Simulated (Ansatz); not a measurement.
**Question.** ZnSe (rock salt, Fm-3m) is relaxed with PBE+D3(BJ) (plane waves, PAW; program Ansatz). What lattice parameters of the conventional cell result?

**Answer.** a = 5.288 Å.

These are the values of the symmetrised cell.

**Question.** Is it a metal or does it have a gap at this level?

**Answer.** No gap at this level.

This is a known high-pressure phase of the composition, computed here at zero pressure and temperature. Symmetry was held in the PBE+D3(BJ) relaxation; whether a distortion lowers the energy is not shown. Scalar-relativistic: spin–orbit coupling is off unless named, which matters more the heavier the elements.

Potentials: the earlier of the program's two PAW sets.
